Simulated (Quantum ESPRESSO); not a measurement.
```
CELL_PARAMETERS angstrom
      0.00000     4.04461     4.04461
      4.04461     0.00000     4.04461
      4.04461     4.04461     0.00000
ATOMIC_POSITIONS crystal
  K  0.75000 0.75000 0.75000
  K  0.25000 0.25000 0.25000
  Te 0.00000 0.00000 0.00000
```

Cell and atoms were relaxed with PBEsol from Materials Project entry mp-1747, within its symmetry.

Q: What does norm-conserving PBEsol (Quantum ESPRESSO, 80 Ry, with spin-orbit coupling) give for the electronic structure near the Fermi level?

A: The PBEsol gap is indirect, 1.95 eV, from L to Γ; the smallest direct gap is 2.02 eV.
